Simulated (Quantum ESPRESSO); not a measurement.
## Sn4Mo4 (one composition in several site orders)

Simulated, not a measurement. The program is pw.x of Quantum ESPRESSO 7.5 (plane-wave density functional theory). The cell is made up: eight metal atoms on a hexagonal close-packed lattice, with elements, volume, strain and displacements drawn at random and not relaxed, so it may be unstable or far from any real phase. PseudoDojo standard norm-conserving files set the functional (PBE unless stated); there is no spin polarisation or spin-orbit coupling, the Fermi-Dirac width of 0.25 eV means electrons at about 2900 K, and the masses in the input are unused placeholders. The tin pseudopotential is less sure than most, with forces differing by about three percent from a second method on plain tin. A spin test at this wide smearing found no moment, but such smearing suppresses magnetism that the real alloy may have.

The runs put one composition on the sites in different orders. Cell, positions, cutoff, mesh and smearing stay as in the input of run 1; sites are counted in its order. Stress in the tables is positive in tension.

Input of run 1:

```
&control calculation='scf', pseudo_dir='./dojo.nc.sr.pbe.v0_5.standard.upf', outdir='./o', disk_io='minimal', tprnfor=.true., tstress=.true. /
&system ibrav=0, nat=8, ntyp=2, nbnd=69, ecutwfc=79.96652505, nosym=.true., tot_charge=0,
 occupations='smearing', smearing='fd', degauss=0.0183746611
/
&electrons conv_thr=1.470e-08, electron_maxstep=70, mixing_beta=0.5 /
ATOMIC_SPECIES
Mo 1.0 Mo.upf
Sn 1.0 Sn.upf
CELL_PARAMETERS angstrom
-2.9882 0.0127 0.0152
0.0026 5.2399 -4.9031
0.0464 -5.1699 -4.8279
ATOMIC_POSITIONS angstrom
Sn -0.0183 0.0029 -0.0441
Mo 0.0084 1.7367 -2.4454
Sn 0.0337 0.0467 -4.8839
Sn 0.0225 1.745 -7.3488
Mo -1.4691 -0.7965 -2.4231
Sn -1.4509 -2.554 -4.8488
Mo -1.4566 -0.7913 -7.2978
Mo -1.4935 2.6773 -4.8609
K_POINTS automatic
8 3 4 1 1 1
```

```
run  elements on sites 1 to 8  free energy less that of run 1 (eV)  -TS (eV)  pressure (GPa)  stress xx (GPa)  stress yy (GPa)  stress zz (GPa)  stress yz (GPa)  stress xz (GPa)  stress xy (GPa)  iterations
  1   Sn Mo Sn Sn Mo Sn Mo Mo                                0.000    -1.627            1.93            -6.91            -1.46             2.59             0.82            -0.20            -0.22          17
  2   Sn Mo Sn Mo Mo Mo Sn Sn                               -0.015    -1.640            2.46            -8.29            -0.21             1.12            -1.23            -0.15            -0.11          18
  3   Mo Mo Sn Sn Mo Mo Sn Sn                                0.112    -1.549            3.20            -9.90             1.04            -0.75            -5.12            -0.08            -0.38          17
  4   Mo Mo Sn Mo Sn Mo Sn Sn                               -0.418    -1.581            1.29            -6.81             4.02            -1.08            -0.66            -0.18            -0.45          17
  5   Sn Mo Sn Sn Mo Mo Sn Mo                                0.234    -1.661            2.54            -4.90             4.61            -7.34            -0.29            -0.02             0.06          18
  6   Sn Mo Mo Sn Sn Sn Mo Mo                                0.151    -1.624            3.29            -7.74            -2.96             0.82            -4.18            -0.23            -0.12          15
```

Forces Fx Fy Fz (eV/Å):

| site | run 1 | run 2 | run 3 | run 4 | run 5 | run 6 |
| --- | --- | --- | --- | --- | --- | --- |
| 1 | 0.10 -2.41 -0.61 | 0.08 2.65 -1.46 | 0.05 1.15 -0.71 | 0.13 1.51 0.21 | 0.09 -0.08 -2.43 | 0.11 -1.97 1.03 |
| 2 | -0.05 0.30 -0.07 | 0.01 -0.09 -0.29 | -0.05 -1.00 0.71 | 0.02 0.01 1.08 | -0.03 -0.52 -0.06 | -0.02 0.86 -0.82 |
| 3 | 0.00 1.37 0.83 | -0.02 -1.55 1.70 | -0.03 -1.46 2.59 | -0.03 -0.83 0.14 | 0.00 -0.02 2.75 | 0.03 0.30 0.08 |
| 4 | 0.01 1.01 2.11 | 0.01 0.55 -0.42 | 0.03 2.11 -2.15 | -0.01 0.05 -1.03 | 0.03 2.99 0.20 | 0.02 -1.16 2.59 |
| 5 | -0.03 -0.40 -0.47 | -0.06 -0.54 -0.15 | 0.00 0.20 1.03 | -0.06 -0.30 0.49 | -0.04 0.04 -0.25 | -0.10 1.34 -1.04 |
| 6 | -0.04 0.79 -1.86 | -0.02 0.28 0.43 | -0.02 -0.39 -1.05 | -0.06 -0.70 0.08 | 0.00 0.57 -0.28 | -0.01 1.89 -2.30 |
| 7 | -0.03 -0.85 -0.65 | -0.03 -0.55 1.18 | -0.03 -2.14 -0.91 | -0.03 0.05 -0.60 | -0.01 -3.35 -0.05 | -0.03 -0.52 -0.13 |
| 8 | 0.04 0.19 0.71 | 0.03 -0.76 -0.98 | 0.05 1.55 0.50 | 0.04 0.21 -0.37 | -0.04 0.37 0.12 | 0.01 -0.74 0.59 |

The sites are displaced and not relaxed, so the energy differences mix bonding between neighbours with strain and are not ordering energies. A rerun of one cell of this series at a higher cutoff and on a denser mesh moved values by no more than 0.007 eV in energy, 0.04 GPa in stress and 0.010 eV/Å in force, and a second program with other atomic files agreed on that cell to 2 % rms in force and 0.5 GPa in pressure.